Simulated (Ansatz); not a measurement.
Structure optimisation: tellurium, A15

Level of theory: DFT, BLYP, plane waves (420 eV) with PAW, scalar-relativistic in Ansatz. The PAW files were generated under PBE, with cores re-solved for the functional.

k-point mesh 4×4×4, Fermi-Dirac smearing 0.1 eV, no spin polarisation. Cell and atoms relax.

Starting structure:

```yaml
crystal:
  lattice:
    - [6.1330711348, 0.0, 0.0]
    - [0.0, 6.1330711348, 0.0]
    - [0.0, 0.0, 6.1330711348]
  atoms:
    - { symbol: Te, position: [0.0, 0.0, 0.0] }
    - { symbol: Te, position: [0.5, 0.5, 0.5] }
    - { symbol: Te, position: [0.25, 0.0, 0.5] }
    - { symbol: Te, position: [0.75, 0.0, 0.5] }
    - { symbol: Te, position: [0.5, 0.25, 0.0] }
    - { symbol: Te, position: [0.5, 0.75, 0.0] }
    - { symbol: Te, position: [0.0, 0.5, 0.25] }
    - { symbol: Te, position: [0.0, 0.5, 0.75] }
hamiltonian:
  xc: blyp
  pseudopotentials:
    kind: paw
    azcp:
      Te: "pseudopotentials/Te.paw.azcp"
basis:
  ecutwfc: 420
  fft_grid_basis: typed
kpoints:
  mp_grid: { grid: [4, 4, 4], shift: [0, 0, 0] }
magnetization:
  spin_polarized: false
scf:
  occupations: { method: fermi_dirac, width: 0.1 }
relax:
  max_steps: 60
  f_tol: 0.01
  cell: {}
```

Problem. The pressure at the start is 6.5 GPa. By how much does the volume change?

Solution. From 28.84 to 33.05 Å³ per atom, 14.6 %. The final cell has a = 6.418 Å.

Problem. How much energy does the relaxation gain?

Solution. 74.7 meV per atom.
